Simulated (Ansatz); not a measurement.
Rocksalt alloy of MgS and CaS (24 of 32 Mg sites exchanged), 64 atoms

Method: Ansatz 0.2.0, DFT, PBEsol, PAW, plane waves.

Command:

```sh
ansatz run in.yaml --threads 7 --pin off --max-ram 13300MiB --runs-dir r --events-out ev --progress --plain
```

The input less its lattice and atoms:

```yaml
kpoints:
  mp_grid: { grid: [1, 1, 1], shift: [0.5, 0.5, 0.5] }
hamiltonian:
  xc: pbesol
scf:
  occupations: { method: fermi_dirac, width: 0.01 }
relax:
  f_tol: 0.03
  max_steps: 80
  escape_saddle: false
  adjacent_minimum: "off"
  cell: { fix: [shape] }
output:
  forces: true
  eigenvalues: true
  populations: true
```

Start:

```
S Ca Mg
1.0
    11.04082    0.00000    0.00000
     0.00000   11.04082    0.00000
     0.00000    0.00000   11.04082
S Ca Mg
32 24 8
Direct
  0.25086 0.99791 0.00333
  0.25057 0.99820 0.50165
  0.25140 0.49687 0.99501
  0.24949 0.49779 0.49780
  0.74979 0.99920 0.00166
  0.75069 0.99960 0.49891
  0.74958 0.49628 0.99975
  0.74961 0.49794 0.49888
  0.99810 0.25255 0.99730
  0.00018 0.25088 0.49933
  0.99919 0.75131 0.00212
  0.99822 0.74861 0.50088
  0.50177 0.24546 0.99897
  0.50199 0.24547 0.49982
  0.50028 0.75055 0.99941
  0.50145 0.75097 0.49874
  0.00093 0.99965 0.24856
  0.99900 0.99761 0.74793
  0.99951 0.50109 0.24893
  0.99757 0.49896 0.75025
  0.50039 0.99953 0.24793
  0.49872 0.00072 0.74916
  0.49728 0.50304 0.24831
  0.49987 0.50023 0.74895
  0.24885 0.24961 0.24991
  0.24610 0.25067 0.74956
  0.25041 0.75138 0.25017
  0.25013 0.75071 0.75277
  0.74965 0.24824 0.24875
  0.74840 0.24972 0.74867
  0.74999 0.74773 0.25007
  0.75036 0.74938 0.74891
  0.99812 0.00053 0.99883
  0.99981 0.00014 0.50032
  0.00014 0.50246 0.99942
  0.00091 0.50132 0.49869
  0.49954 0.50106 0.00112
  0.24881 0.25192 0.00004
  0.24603 0.75031 0.49953
  0.75028 0.25007 0.99940
  0.75210 0.24845 0.49961
  0.75181 0.74838 0.00032
  0.75241 0.74906 0.49758
  0.25188 0.99874 0.24895
  0.24848 0.99761 0.75084
  0.25092 0.49760 0.75143
  0.75090 0.99957 0.25229
  0.75062 0.00066 0.74637
  0.75119 0.50243 0.25355
  0.74918 0.50049 0.74972
  0.99675 0.24941 0.75063
  0.00137 0.75017 0.25011
  0.00020 0.74535 0.74838
  0.49805 0.25089 0.24955
  0.50053 0.24842 0.74861
  0.49949 0.74991 0.24837
  0.49872 0.00334 0.00111
  0.49919 0.99901 0.50013
  0.50281 0.49804 0.49879
  0.24854 0.24796 0.49970
  0.24829 0.74671 0.00103
  0.25562 0.49946 0.25098
  0.00111 0.24868 0.25082
  0.50201 0.75096 0.75029
```

Steps:

```tsv
step	energy less the first (eV)	largest force component (eV/Å)	pressure (GPa)
start	0.000	0.883	0.44
1	-1.122	0.306	-0.36
2	-1.243	0.086	0.14
3	-1.251	0.006	0.01
4	-1.251	0.006	0.01
```

A structure on the way, about -1.12 eV from the start:

```xyz
64
Lattice="11.0689 0.0000 0.0000 0.0000 11.0689 0.0000 0.0000 0.0000 11.0689" Properties=species:S:1:pos:R:3 pbc="T T T"
S     2.8724   10.9711   11.0610
S     2.8778    0.0885    5.5278
S     2.7686    5.6291    0.0904
S     2.8921    5.4202    5.4206
S     8.2064   11.0589   11.0518
S     8.2087   11.0607    5.5298
S     8.2905    5.5460    0.0001
S     8.1934    5.5283    5.5207
S     0.0070    2.7532    0.0881
S     0.0969    2.7526    5.4211
S     0.0948    8.2886   11.0587
S     0.0141    8.2901    5.5291
S     5.5100    2.6595    0.0003
S     5.4162    2.7422    5.5221
S     5.4232    8.4067   10.9558
S     5.5229    8.3164    5.6418
S     0.0031    0.0982    2.7744
S    11.0625   11.0668    8.2985
S     0.1097    5.4301    2.7626
S    11.0685    5.5401    8.2909
S     5.5326    0.0027    2.7681
S     5.5375   10.9528    8.2910
S     5.4163    5.5204    2.8628
S     5.5303    5.6277    8.1812
S     2.6528    2.8758    2.8728
S     2.7702    2.7573    8.2037
S     2.7636    8.1882    2.6630
S     2.8611    8.2821    8.4031
S     8.4009    2.7759    2.7731
S     8.2997    2.7548    8.2885
S     8.3088    8.2877    2.7658
S     8.2036    8.2929    8.3020
Ca    0.0002   11.0646    0.0091
Ca    0.0172    0.0186    5.5222
Ca    0.0062    5.5164    0.0198
Ca    0.0372    5.4905    5.5035
Ca    5.5264    5.5612   11.0549
Ca    2.7568    2.7653    0.0125
Ca    2.8285    8.2844    5.5355
Ca    8.2948    2.7525    0.0175
Ca    8.2879    2.7604    5.5073
Ca    8.2788    8.3178   11.0527
Ca    8.2586    8.2980    5.5488
Ca    2.7816   11.0672    2.7542
Ca    2.7979   11.0510    8.3127
Ca    2.7890    5.5359    8.2901
Ca    8.2857    0.0145    2.7465
Ca    8.2624   11.0398    8.3107
Ca    8.3175    5.5035    2.7567
Ca    8.2718    5.5368    8.2899
Ca    0.0122    2.7688    8.2951
Ca    0.0222    8.2891    2.7433
Ca    0.0038    8.3047    8.3172
Ca    5.5192    2.7474    2.7847
Ca    5.5140    2.7360    8.2758
Ca    5.5163    8.3152    2.7660
Mg    5.5263    0.0091    0.0103
Mg    5.5233   11.0609    5.5486
Mg    5.5316    5.5341    5.5376
Mg    2.7594    2.7631    5.5293
Mg    2.7755    8.3047   11.0607
Mg    2.7873    5.5201    2.7960
Mg    0.0074    2.7684    2.7726
Mg    5.5346    8.3101    8.2988
```

End:

```
S Ca Mg
1.0
    11.04805    0.00000    0.00000
     0.00000   11.04805    0.00000
     0.00000    0.00000   11.04805
S Ca Mg
32 24 8
Direct
  0.25913 0.99257 0.00052
  0.26027 0.00648 0.49923
  0.25143 0.50649 0.00757
  0.25990 0.49234 0.49174
  0.74040 0.99898 0.99972
  0.73981 0.00008 0.49962
  0.74850 0.50008 0.00008
  0.74069 0.49894 0.49890
  0.00097 0.24888 0.00692
  0.00817 0.24928 0.49227
  0.00755 0.75026 0.99952
  0.00125 0.74944 0.49948
  0.49854 0.24156 0.99975
  0.49154 0.24746 0.49986
  0.49172 0.75807 0.99139
  0.49864 0.75170 0.50792
  0.00079 0.00675 0.24971
  0.00001 0.99953 0.74948
  0.00766 0.49190 0.25027
  0.00054 0.49946 0.74884
  0.49947 0.99924 0.25134
  0.49983 0.99150 0.74801
  0.49262 0.49939 0.25783
  0.49931 0.50730 0.74115
  0.24171 0.25757 0.25670
  0.24963 0.25009 0.74337
  0.25001 0.74140 0.24282
  0.25692 0.74871 0.75684
  0.75781 0.25016 0.25030
  0.74970 0.24956 0.74915
  0.74998 0.74885 0.24913
  0.74298 0.74935 0.75032
  0.00150 0.99952 0.00070
  0.00188 0.00152 0.49848
  0.00231 0.49953 0.00177
  0.00341 0.49720 0.49742
  0.49780 0.50236 0.99955
  0.24998 0.24957 0.00233
  0.25332 0.74836 0.49981
  0.74953 0.24843 0.00081
  0.74771 0.24946 0.49865
  0.74683 0.75059 0.99866
  0.74620 0.74959 0.50082
  0.25177 0.00056 0.25001
  0.25346 0.99830 0.74982
  0.25212 0.50033 0.74830
  0.74839 0.00053 0.24980
  0.74640 0.99835 0.74953
  0.74968 0.49848 0.25061
  0.74756 0.50056 0.74829
  0.00098 0.24952 0.74822
  0.00224 0.74809 0.24851
  0.00140 0.74955 0.75051
  0.49694 0.24903 0.25220
  0.49835 0.24779 0.74752
  0.49782 0.74971 0.25028
  0.49805 0.99648 0.99746
  0.49834 0.99923 0.50153
  0.49724 0.49948 0.49972
  0.25265 0.25091 0.49648
  0.25316 0.74953 0.99986
  0.25055 0.49803 0.25124
  0.00316 0.25110 0.25151
  0.49794 0.75186 0.74872
```

Self-consistency was reached.

Time: 35 s of wall time on 7 threads of a Neoverse-V2 processor, on a host shared with other runs; peak host memory 2.5 GiB.

Task: How much energy did the relaxation gain, and which atom moved most?

Result: 1.25 eV in 4 steps, from a start with small random displacements; atom 3 (S) moved 0.17 Å, the median atom 0.06 Å (drift of the whole cell removed).
